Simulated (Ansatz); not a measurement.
Relaxed-ion elastic tensor of SnO in space group Pmn2_1 (No. 31; Sn on 2a, O on 2a) in GPa (Voigt order), DFT-LDA in the program Ansatz with PAW potentials; density 6.46 g/cm³, 17.32 Å³ per atom.

```json
[
 {"": "1", "1": "117", "2": "5.9", "3": "21.8", "4": "0.0", "5": "0.0", "6": "0.0"},
 {"": "2", "1": "5.9", "2": "45.0", "3": "15.5", "4": "0.0", "5": "0.0", "6": "0.0"},
 {"": "3", "1": "21.8", "2": "15.5", "3": "25.6", "4": "0.0", "5": "0.0", "6": "0.0"},
 {"": "4", "1": "0.0", "2": "0.0", "3": "0.0", "4": "17.7", "5": "0.0", "6": "0.0"},
 {"": "5", "1": "0.0", "2": "0.0", "3": "0.0", "4": "0.0", "5": "25.5", "6": "0.0"},
 {"": "6", "1": "0.0", "2": "0.0", "3": "0.0", "4": "0.0", "5": "0.0", "6": "7.3"}
]
```

Question: Is the crystal mechanically stable?

Answer: Yes: the smallest eigenvalue of C is 7.3 GPa.

Question: Work out the Voigt, Reuss and Hill averages.

Answer: K_V = 30.5, K_R = 22.7, K_H = 26.6; G_V = 19.7, G_R = 12.5, G_H = 16.1 GPa.

Question: Give Young's modulus, Poisson's ratio, Pugh's ratio and the universal anisotropy index.

Answer: E = 9KG/(3K + G) = 40.2 GPa; ν = 0.25; K/G = 1.65 (near the Pugh limit of 1.75, no verdict); A_U = 5G_V/G_R + K_V/K_R − 6 = 3.21.

Question: Estimate the sound speeds and the Debye temperature.

Answer: v_l = √((K + 4G/3)/ρ) = 2730 m/s, v_t = √(G/ρ) = 1580 m/s, mean 1750 m/s; Θ = (h/k)(3n/4πV)^(1/3) v_m = 202 K.

Question: Solve the Christoffel equation for the three sound speeds along x, y, z.

Answer: Eigenvalues of C_ijkl n_j n_l equal ρv² (piezoelectric stiffening left out). In km/s, slowest first: x 1.06, 1.99, 4.26; y 1.06, 1.65, 2.64; z 1.65, 1.99, 1.99.

Question: How much does each axis shrink under pressure?

Answer: Linear compressibilities β_i = Σ_j S_ij (j = 1 to 3): x 2.4, y 12, z 30 per TPa.

The first step of the workflow began from a Materials Project structure, measured or hypothetical; the Crystallography Open Database copy checked does not list it. It is not the phase usual at ambient conditions (space group No. 129). Symmetry was held in the LDA relaxation; phonons on a q-mesh show no instability. A crystal of weakly bound layers computed without a dispersion correction: the cell and the soft elastic constants depend strongly on that. Scalar-relativistic: spin–orbit coupling is off unless named, which matters more the heavier the elements.

Potentials: the later of the program's two PAW sets.
